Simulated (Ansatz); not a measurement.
The start is a relaxed LiNbSe2 cell shaken by Gaussian noise of σ = 0.08 Å a coordinate. The cell and all atomic positions are relaxed at zero pressure with r2SCAN (plane waves to 500 eV, PAW, scalar-relativistic; Ansatz, a quantum-chemistry and plane-wave program). The first steps use a coarse 8×8×2 k-mesh.

Initial structure:
```yaml
crystal:
  lattice:
    - [3.52412, 0.00000, 0.00000]
    - [-1.76206, 3.05198, 0.00000]
    - [0.00000, 0.00000, 13.55113]
  atoms:
    - { symbol: Li, position: [0.98824, 0.99456, 0.00286] }
    - { symbol: Li, position: [0.98477, 0.95198, 0.50228] }
    - { symbol: Nb, position: [0.02505, 0.98621, 0.24855] }
    - { symbol: Nb, position: [0.00268, 0.01684, 0.75371] }
    - { symbol: Se, position: [0.34971, 0.66739, 0.13376] }
    - { symbol: Se, position: [0.60370, 0.31586, 0.88687] }
    - { symbol: Se, position: [0.71381, 0.33809, 0.62867] }
    - { symbol: Se, position: [0.28958, 0.63781, 0.37385] }
```

**Question.** By how much does the energy per atom fall from start to end?

**Answer.** 0.08 eV/atom.

**Question.** Is the parent structure recovered?

**Answer.** It returns to the parent structure, P6₃/mmc (No. 194).

**Question.** How do the shortest distances between atoms change?

**Answer.** The closest pairs of elements (up to four, under 3.6 Å), start → end: Li–Se 2.45 → 2.67 Å; Nb–Se 2.51 → 2.62 Å; Se–Se 3.26 → 3.32 Å; Li–Nb 3.33 → 3.39 Å.

**Question.** What band gap does the relaxed structure have at this level?

**Answer.** 0.74 eV, indirect (valence top at Γ, conduction bottom at k = (0.1818, 0.1818, 0)) (no spin-orbit coupling).

The end point of the relaxation:

```cif
data_Li2Nb2Se4
_chemical_formula_sum 'Li2 Nb2 Se4'
_space_group_name_H-M_alt 'P63/mmc'
_space_group_IT_number 194
_space_group_name_Hall '-P 6c 2c'
_cell_length_a 3.52420
_cell_length_b 3.52420
_cell_length_c 13.55921
_cell_angle_alpha 90.000
_cell_angle_beta 90.000
_cell_angle_gamma 120.000
loop_
_atom_site_label
_atom_site_type_symbol
_atom_site_symmetry_multiplicity
_atom_site_Wyckoff_symbol
_atom_site_fract_x
_atom_site_fract_y
_atom_site_fract_z
_atom_site_occupancy
Li1 Li 2 a 0.00000 0.00000 0.00000 1
Nb1 Nb 2 b 0.00000 0.00000 0.25000 1
Se1 Se 4 f 0.33333 0.66667 0.12773 1
```

Final values are on a 11×11×3 k-mesh of the relaxed cell. No spin polarisation in the result.

The cell that was disturbed is our relaxation of an entry of Materials Project.
